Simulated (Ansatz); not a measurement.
CsPbBr₃ (cubic perovskite)

```
CELL_PARAMETERS angstrom
      6.00278     0.00000     0.00000
      0.00000     6.00278     0.00000
      0.00000     0.00000     6.00278
ATOMIC_POSITIONS crystal
  Cs 0.00000 0.00000 0.00000
  Pb 0.50000 0.50000 0.50000
  Br 0.00000 0.50000 0.50000
  Br 0.50000 0.50000 0.00000
  Br 0.50000 0.00000 0.50000
```

All values below come from PBE (plane waves to 420 eV, PAW, scalar-relativistic; Ansatz, a program for electronic structure). DFPT wavenumbers on a 4×4×4 k mesh, in cm⁻¹; i marks imaginary ones, q is in fractions of the reciprocal vectors of the cell shown, and the three acoustic modes at Γ are left out. The non-analytic (LO-TO) term is not included, so polar modes at Γ have their transverse values. The program warned that its band solver left a few bands short of their tolerance. CsPbBr3 was relaxed with its symmetry unable to fall. Spin-orbit coupling is left out, though Pb is heavy. This is a high-temperature form of CsPbBr3.

Q: Is the structure dynamically stable at Γ, X = (0.5, 0.0, 0.0), M = (0.5, 0.5, 0.0), R = (0.5, 0.5, 0.5)?

A: Unstable at this level: the lowest mode is 30i cm⁻¹ at M = (0.5, 0.5, 0.0).

Q: List the wavenumbers at Γ, X = (0.5, 0.0, 0.0), M = (0.5, 0.5, 0.0), R = (0.5, 0.5, 0.5), with degeneracies.

A: 
```tsv
q	wavenumbers (cm⁻¹)
Γ	13i (×3), 11 (×3), 35 (×3), 76 (×3)
X = (0.5, 0.0, 0.0)	6i (×2), 9 (×2), 21, 28 (×2), 32 (×2), 35, 36, 75 (×2), 88, 147
M = (0.5, 0.5, 0.0)	30i, 11i (×2), 9, 26 (×2), 32, 32 (×2), 53, 75, 87 (×2), 127, 153
R = (0.5, 0.5, 0.5)	30i (×3), 6 (×3), 51 (×3), 86 (×3), 126 (×2), 157
```
